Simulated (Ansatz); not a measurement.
Given:

Si:
Space group Cmcm (No. 63); a = 3.831 Å, b = 10.718 Å, c = 12.684 Å, α = β = γ = 90.00°

```json
[
 {"atom": "Si", "site": "8f", "symmetry": "m..", "x": "0.0000", "y": "0.2427", "z": "0.5549"},
 {"atom": "Si", "site": "8f", "symmetry": "m..", "x": "0.0000", "y": "0.5713", "z": "0.1573"},
 {"atom": "Si", "site": "8f", "symmetry": "m..", "x": "0.0000", "y": "0.0287", "z": "0.5906"}
]
```
(The calculation used a cell of 12 atoms; values per cell refer to that cell.)

This is the r²SCAN-relaxed structure.

Problem. All from r²SCAN (plane waves, PAW; program Ansatz), unless another level is named. Estimate the zero-point energy.

Solution. 61.3 meV/atom.

Problem. And the Debye temperature from the elastic constants?

Solution. 584 K.

Problem. Give the vibrational entropy at 300 K.

Solution. 19.3 J/(K·mol of atoms).

The workflow started from a Materials Project entry (that database holds measured and hypothetical structures alike); the Crystallography Open Database copy checked does not list it. It is not the phase usual at ambient conditions (space group No. 227). Symmetry was held in the r²SCAN relaxation; whether a distortion lowers the energy is not shown.

Potentials: the later of the program's two PAW sets.
